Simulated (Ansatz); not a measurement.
**Kick test of a cell of FePt3**

The structure comes from a generated guess, relaxed at this level; another structure or a mixture of phases may lie lower.

All numbers below come from DFT PBE, scalar-relativistic, plane waves, PAW (Ansatz). Plane waves to 420 eV, a k mesh through Γ of 18×18×6 on the computed 4-atom cell and Gaussian smearing (0.10 eV); collinear spin from starting moments 3.3 0.0 0.2 0.2 μB.

The cell below (4 atoms, space group P-6m2 (No. 187)) is relaxed within its symmetry.

```
Fe Pt
1.0
     2.74917    0.00000    0.00000
    -1.37458    2.38085    0.00000
     0.00000    0.00000    9.14062
Fe Pt
1 3
Direct
  0.66667 0.33333 0.50000
  0.66667 0.33333 0.00000
  0.33333 0.66667 0.73108
  0.33333 0.66667 0.26892
```

For the test a repeat of it with 8 atoms (edges 2.75, 4.76, 9.14 Å) was strained at random (σ = 1.5 % a component), the atoms were moved at random (σ = 0.10 Å), and all was relaxed again on a coarse 8×4×4 mesh (in the run’s order of axes) with 0.20 eV smearing, with no symmetry imposed.

Spin–orbit coupling, which can matter for Pt, is left out. Another magnetic order may lie lower.

Task: What happens?

Result: It returns, within 1 meV/atom of the unmoved cell on that mesh and with the same symmetry when read at 0.1 Å (Amm2 at 0.01 Å, so small strains and shifts remain). So it is stable against the distortions that fit this cell and that this random move excites. Modes that don't fit the cell aren't tested.
